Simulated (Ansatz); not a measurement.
A frame of TiSi3Ni3Sn from dynamics at 1660 K, with the forces (eV/Å) computed on a k mesh in the last three columns. Method: DFT PBE, scalar-relativistic, plane waves, PAW (Ansatz 0.2.0).

Plane waves to 420 eV, a k mesh through Γ of 4×4×4 on the computed 16-atom cell and Fermi–Dirac smearing (0.14 eV); no spin polarisation.

```xyz
16
Lattice="6.248 -0.066 0.035 -0.066 6.323 -0.037 0.035 -0.037 6.435" Properties=species:S:1:pos:R:3:forces:R:3 pbc="T T T"
Si    3.546    5.450    2.441   -0.220    0.030   -1.050
Si    2.066    4.957    4.444    0.060    1.270   -1.230
Si    5.143    1.919    5.970    0.120   -1.000    0.930
Si    6.157    1.051    3.893   -0.490   -0.670   -0.170
Si    1.677    0.947    2.169   -0.620    0.290   -0.440
Si    0.846    5.330    0.323   -0.880    0.550    0.670
Ni    6.180    3.586    5.110    1.070    0.980   -0.780
Ni    3.391    1.073    0.789   -0.680   -0.230   -0.520
Ni    2.524    3.098    2.632    0.140    0.590   -0.070
Ni    5.546    0.593    1.478    1.240   -0.100    0.630
Ni    0.556    5.270    2.700    0.490   -0.180    0.260
Ni    1.252    0.979    5.638   -0.080   -0.600    0.690
Sn    5.219    3.266    2.411   -0.360   -0.890    0.050
Sn    2.404    3.169    6.112    0.450   -1.610    1.190
Ti    4.489    5.014    6.268   -0.090    0.580   -0.220
Ti    3.472    0.918    4.155   -0.150    1.000    0.050
```

Static pressure -3.5 GPa (no kinetic part), no gap on the mesh.

Counting as bonded all pairs within 1.2 times the summed covalent radii:

| atom → neighbour | mean count | mean length (Å) | spread (Å) |
| --- | --- | --- | --- |
| Ni → Ni | 2.33 | 2.75 | 0.23 |
| Ni → Si | 3.83 | 2.47 | 0.17 |
| Ni → Sn | 1.33 | 2.72 | 0.15 |
| Ni → Ti | 1.33 | 2.91 | 0.32 |
| Si → Ni | 3.83 | 2.47 | 0.17 |
| Si → Si | 1.33 | 2.52 | 0.07 |
| Si → Sn | 0.67 | 2.68 | 0.13 |
| Si → Ti | 1.50 | 2.76 | 0.20 |
| Sn → Ni | 4.00 | 2.72 | 0.15 |
| Sn → Si | 2.00 | 2.68 | 0.13 |
| Sn → Ti | 2.00 | 3.15 | 0.23 |
| Ti → Ni | 4.00 | 2.91 | 0.32 |
| Ti → Si | 4.50 | 2.76 | 0.20 |
| Ti → Sn | 2.00 | 3.15 | 0.23 |
| Ti → Ti | 1.00 | 3.28 | 0.00 |

Angles between all pairs of such bonds at an atom (mean ± spread): 99 ± 33° at Ni, 100 ± 33° at Si, 99 ± 33° at Sn, 96 ± 35° at Ti.

Spin polarisation was left out, and a magnetic state may lie lower.

Cost: 1 run of about 3.4 core-minutes, on Arm Neoverse V1 (shared hosts).